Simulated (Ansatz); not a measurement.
Li2Nb4NiO12: computed property card

Li₂Nb₄NiO₁₂:
```
Li2Nb4NiO12
1.0
   -5.14330     0.00000     0.00000
   -2.58139     2.14775     8.48465
   -2.56483     4.89285     0.00000
Li Nb Ni O
2 4 1 12
Direct
  0.66856   0.11463   0.54355
  0.91651   0.36043   0.80587
  0.74713   0.76177   0.74890
  0.24604   0.24136   0.26148
  0.50773   0.50490   0.49319
  0.99545   0.99668   0.00309
  0.19542   0.59827   0.01592
  0.15532   0.68550   0.63584
  0.66145   0.19267   0.11679
  0.64053   0.57138   0.75067
  0.13987   0.07744   0.22881
  0.77548   0.94919   0.85309
  0.27464   0.45432   0.35782
  0.73979   0.89072   0.41560
  0.21602   0.39142   0.92975
  0.74565   0.63384   0.16919
  0.21858   0.14064   0.67282
  0.28057   0.81172   0.98351
  0.78469   0.31999   0.49839
```
The run is spin-polarised; directions of the spins, atom by atom: 0 0 0 0 0 0 ↑ 0 0 0 0 0 0 0 0 0 0 0 0.

Space group P1 (No. 1); conventional cell a = 5.143 Å, b = 5.524 Å, c = 8.918 Å, α = 105.77°, β = 90.11°, γ = 117.66°.

Method: r²SCAN in the plane-wave PAW code Ansatz. The cell and atoms are relaxed at this level. Other levels are named where they apply.

### Cell and energy

```
Property                                                      Result
-----------------------------------------------------  -------------
Volume per atom                                             11.24 Å³
Density                                                   4.95 g/cm³
Formation energy from the elements (no fitted shifts)  -2.63 eV/atom
```

### Electronic structure

```
Quantity                                                                                                                         Value
----------------------------------------  --------------------------------------------------------------------------------------------
Band gap                                                                                                            2.62 eV (indirect)
Valence-band maximum                       off the standard path, at k = (0.208, -0.490, 0.146) in fractions of the reciprocal vectors
Conduction-band minimum                   off the standard path, at k = (0.255, -0.354, -0.354) in fractions of the reciprocal vectors
Smallest direct gap on the standard path                                                                                       2.68 eV
Electron effective mass                                                                            1.2, 2.4, 2.8 mₑ (principal values)
Hole effective mass                                                                                 2.8, 5.1, 10 mₑ (principal values)
```

### Magnetism

```
Item                      Result
--------------  ----------------
Magnetic order     ferromagnetic
Net moment      0.11 μB per atom
```

### Charges

```
Quantity                                                          Result
-------------  ---------------------------------------------------------
Bader charges  Li +0.91, Nb +2.85 to +2.91, Ni +1.32, O -1.27 to -1.15 e
```

The start of the workflow was typed in or built on a structure type; neither database checked (COD, Materials Project) lists it. Its standing as an ambient phase is unchecked. The cell was relaxed with r²SCAN; whether a distortion lowers the energy is not shown. The final state is ferromagnetic, the only order run, not a proven ground state. Other orbital occupations within this spin state were not tried. No Hubbard U is applied. The references are the lowest solids computed at this level, not always the standard phases (solids in place of the gases). Scalar-relativistic: spin–orbit coupling is off unless named, which matters more the heavier the elements.

Potentials: the later of the program's two PAW sets.
